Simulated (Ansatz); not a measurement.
LaB₆: single run (Ansatz)

The command:

```bash
ansatz run input.yaml --threads 1 --pin off --max-ram 2560MiB --backend cpu --events-out ev --progress --plain --runs-dir out
```

The input file (Ansatz 0.2.0, plane waves):

```yaml
crystal:
  lattice:
    - [4.329712, 0.0, 0.0]
    - [0.0, 4.329712, 0.0]
    - [0.0, 0.0, 4.329712]
  atoms:
    - { symbol: La, position: [0.0, 0.0, 0.0] }
    - { symbol: B, position: [0.5, 0.5, 0.2] }
    - { symbol: B, position: [0.5, 0.5, 0.8] }
    - { symbol: B, position: [0.2, 0.5, 0.5] }
    - { symbol: B, position: [0.8, 0.5, 0.5] }
    - { symbol: B, position: [0.5, 0.2, 0.5] }
    - { symbol: B, position: [0.5, 0.8, 0.5] }
  symmetry: { tolerance: 0.0003 }
kpoints:
  mp_grid: { grid: [4, 4, 4], shift: [0, 0, 0] }
magnetization:
  spin_polarized: false
scf:
  occupations: { method: fermi_dirac }
  initial_density: { chi_scale: 0.0 }
hamiltonian:
  pseudopotentials: { kind: paw }
  xc: r2scan
  hubbard: { sites: [{ species: La, l: f, u_eff: 5.0 }], double_counting: fll }
basis:
  ecutwfc: 500
output:
  forces: true
  stress: true
  eigenvalues: true
```

Origin of the cell: a known structure type with other elements, at an estimated volume, so it need not be a known compound.

The smearing width isn't typed, so it takes its default of 0.1 eV.

Output (shortened):

```
La: projections on atomic orbitals take those of the free atom [Kr 4d10] 4f0 5s2 5p6 5d1 6s2, of charge +0.00 (hamiltonian.pseudopotentials.projection_atoms); the dataset's partial waves leav […]
B: projections on atomic orbitals take those of the free atom [He] 2s2 2p1, of charge +0.00 (hamiltonian.pseudopotentials.projection_atoms); the dataset's partial waves leave at most 3.0e-9 o […]
Pseudopotentials: kind: paw
Pseudopotential: La, paw, valence charge 11, recommended cutoff 500 eV (meta_gga), La.paw.azcp
Pseudopotential: B, paw, valence charge 3, recommended cutoff 500 eV (meta_gga), B.paw.azcp
Functional definition: r2SCAN
  exchange = r2scan_x(k0 = k0, k1 = k1, a1 = a1)
  correlation = r2scan_c
Crystal: 7 atoms, lattice volume = 81.167 Å³
Basis set: ecut = 500 eV, 2103 PW (Γ), exchange–correlation on 128×128×128 points (64 copies of the dense FFT grid, shifted against one another)
Bands: 22, of which v1, the nominal top of the filled ones, is band 15 counted from 1 (14 counted from 0)
[… 9 lines left out …]
Initial density: superposition of atomic densities (chi_scale 0, normalization cell)
Functional: x = r2scan, c = r2scan; τ floored in thin density (d = 2e-4 eV/Å³)
SCF iter   1: F=—  HF=-7210.766726 eV  Δρ=7.15e-2  dr2=1.08e1  dr2_τ=1.04e0
SCF iter   2: F=—  HF=-7208.720718 eV  Δρ=4.47e-2  dr2=4.77e0  dr2_τ=1.43e-2  defer=9
SCF iter   3: F=—  HF=-7207.339133 eV  Δρ=8.02e-3  dr2=4.10e-2  dr2_τ=4.10e-3  defer=12
SCF iter   4: F=—  HF=-7207.360891 eV  Δρ=2.56e-3  dr2=1.63e-2  dr2_τ=2.37e-4  defer=7
SCF iter   5: F=—  HF=-7207.358418 eV  Δρ=5.58e-4  dr2=2.50e-4  dr2_τ=1.46e-5  defer=5
SCF iter   6: F=—  HF=-7207.358534 eV  Δρ=9.28e-5  dr2=6.26e-6  dr2_τ=2.33e-7  defer=3
SCF iter   7: F=—  HF=-7207.358545 eV  Δρ=1.97e-5  dr2=4.67e-7  dr2_τ=4.53e-9  defer=3
SCF iter   8: F=-7207.358545 eV  HF=-7207.358545 eV  Δρ=3.12e-6  dr2=1.10e-8  dr2_τ=1.38e-10
SCF 1 converged in 8 iterations: F = -7207.358545 eV  dr2 = 1.10e-8
SCF converged after 8 iterations
Free energy (F): -7207.358545 eV
Harris-Foulkes:  -7207.358545 eV  (|F-HF|=2.20e-9)
Internal energy: -7207.306107 eV  (E = F + TS)
E sigma→0 (E₀):  -7207.332326 eV
Entropy (-TS):   -0.052438 eV (-7.491 meV/atom)
Fermi energy:    10.975349 eV
--- Per-component energies (eV) ---
  E_band       = -5.436916
  E_kinetic    = 472.576831
  E_local      = -432.487342  (includes V_loc(G=0)·N_el)
  E_nonlocal   = 157.263177
  E_hartree    = 129.481402
  E_xc         = -317.807094
  E_vxc        = -403.428642  (∫ρ·V_xc dr)
  E_hubbard    = 0.262656  (on-site DFT+U / exact-exchange correction)
  E_vhub       = 0.260460  (the Hubbard potential's part of the band-sum identity)
  E_paw        = -5916.228254  (= ΣΔE_a)
  E_vpaw       = -78.061188  (= ΣTr[D̂ρ^β])
  E_aug_tail   = -0.000009  (compensation charges beyond the density's cutoff)
  E_vtau       = 19.478045  (kinetic-family band-sum trace: ∫τ·v_τ [+ j·A + Jᵃ·Aᵃ] dr)
  E_ewald      = -1300.325334
  E_core_change = -0.042140  (= ΣΔE_core)
  E_smearing   = -0.052438  (= −TS)
  Σ components = -7207.358545   (vs F -7207.358545, Δ=0.00e0)
--- Forces (eV/Å), atoms counted from 1 ---
  atom   1  La    -0.000000     0.000000    -0.000000
  atom   2  B     -0.000000     0.000000     0.494536
  atom   3  B     -0.000000     0.000000    -0.494536
  atom   4  B      0.494536     0.000000     0.000000
  atom   5  B     -0.494536    -0.000000     0.000000
  atom   6  B     -0.000000     0.494536     0.000000
  atom   7  B      0.000000    -0.494536     0.000000
  max |Σ_I F_I| component: 1.06e-16 eV/Å
--- Stress (GPa, compression-positive) ---
      -17.268382       0.000000       0.000000
        0.000000     -17.268382       0.000000
        0.000000       0.000000     -17.268382
  P = ⅓ Tr σ = -17.2684 GPa (-172.684 kbar)
Occupation matrices written to <dir>
```

Caveats: no moments, though an odd count or open d shells may carry them; no spin-orbit coupling, though heavy elements are present; the k mesh is coarse if the cell is a metal.

Time: 3.1 s on 1 thread of Intel(R) Xeon(R) 6975P-C (Granite Rapids), on a shared host, peak memory 0.56 GiB, from the program's own first density.
